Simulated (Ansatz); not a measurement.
## Structures of Zr3Br2: which is lowest?

Plane-wave DFT in Ansatz with scalar-relativistic PAW potentials, cutoff 420 eV, Γ-centred meshes chosen by cell and gap, Gaussian smearing with energies taken to zero width. Every cell was relaxed (cell and atoms) in a run of its own, within the symmetry of its start. Functional: PBE.

Relaxed structures (starts from databases or built by putting these elements on another compound's sites):
A. R-3m, 5 atoms in the computed cell, a = 3.377 Å, c = 38.008 Å; sites (symmetry × multiplicity) Zr -3m × 3 + 3m × 6, Br 3m × 6; start: built
B. P-3m1, 5 atoms in the computed cell, a = 4.421 Å, c = 6.854 Å; sites (symmetry × multiplicity) Zr -3m. × 1 + 3m. × 2, Br 3m. × 2; start: built

Q: Rank them by energy. Could pressure change the order?

A:
| structure | group | E − E(lowest) (meV/atom) | V (Å³/atom) | gap on mesh (eV) |
| --- | --- | --- | --- | --- |
| A | R-3m | 0.0 | 25.02 | 0.00 |
| B | P-3m1 | 560 | 23.20 | 0.00 |

A is lowest, 560 meV/atom under B. B is denser by 1.82 Å³/atom, so pressure favours it: ΔE/ΔV, with ΔE in eV and 1 eV/Å³ = 160.2 GPa, gives about 49 GPa for equal enthalpy if both cells were rigid; at such pressures compression changes ΔV much, so this is a scale only. Other structures may lie lower than all of these, and vibrations aren't counted.